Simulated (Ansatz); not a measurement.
**How much do the gradients of FePt depend on the method?**

Cell: an entry of the Crystallography Open Database (COD), whose atoms a relaxation with PBE at fixed cell left in place.

```cif
data_structure
_symmetry_space_group_name_H-M 'P 1'
_symmetry_Int_Tables_number 1
_cell_length_a 2.7235
_cell_length_b 2.7235
_cell_length_c 3.7200
_cell_angle_alpha 90.000
_cell_angle_beta 90.000
_cell_angle_gamma 90.000
_cell_volume 27.59
loop_
_atom_site_label
_atom_site_type_symbol
_atom_site_fract_x
_atom_site_fract_y
_atom_site_fract_z
_atom_site_occupancy
Fe1 Fe 0.00000 0.00000 0.00000 1
Pt2 Pt 0.50000 0.50000 0.50000 1
```

Sites (sets of like atoms) are named by element and the number of their first atom in this list.

First run. Computed with Ansatz: DFT, PBE, plane waves and PAW, scalar-relativistic, collinear spin, 420 eV cutoff, Γ-centred 12×12×9 k-points, Fermi–Dirac smearing 0.05 eV. Start moments as typed (μB): 3 on each Fe, none on the rest.

```
site  atom  V_zz (10²¹ V/m²)     η  m (μB)
  Fe     1              1.98  0.00    2.96
  Pt     2              3.72  0.00    0.39
```

Second run. The same atoms and settings, except that the functional is r2SCAN and the cutoff is 500 eV.

(1) What does the second run give?

Results:

(1) 

| site | atom | V_zz | η | change of V_zz | m (μB) |
| --- | --- | --- | --- | --- | --- |
| Fe | 1 | 2.35 | 0.00 | +0.37 | 3.29 |
| Pt | 2 | 7.47 | 0.00 | +3.75 | 0.41 |

The largest change of V_zz is on Pt, from 3.72 to 7.47. In per cent, |V_zz| changes by +101 on Pt (all sites that start above 2). The absolute magnetisation of the cell goes from 3.5 to 3.9 μB. Isomer shifts (Fe against α-Fe, from the density at the nucleus and a line fitted to measured compounds for each functional; the lines scatter by about 0.1 mm/s, so smaller changes between functionals mean little): Fe 0.32 → 0.30 mm/s.

The run finds no gap above 0.1 eV (a metal, or nearly one), so the gradients can move by 10 % or more with the k-mesh. Spin–orbit coupling is left out, which shifts gradients on Pt by a few per cent in wide-gap crystals, and can shift them far more where the calculated gap is small or absent, as here. The magnetic order is the one that the run reached from its start moments, not necessarily the measured one.
For the first run: With these PAW files V_zz is typically within 2 to 3 % of all-electron values, but misses above 10 % occur on Fe.
For the second run: The program didn't check the stability of this electronic state in full, so a lower one may lie near. With these PAW files V_zz is typically within 2 to 3 % of all-electron values, but misses above 10 % occur on Fe, Pt.
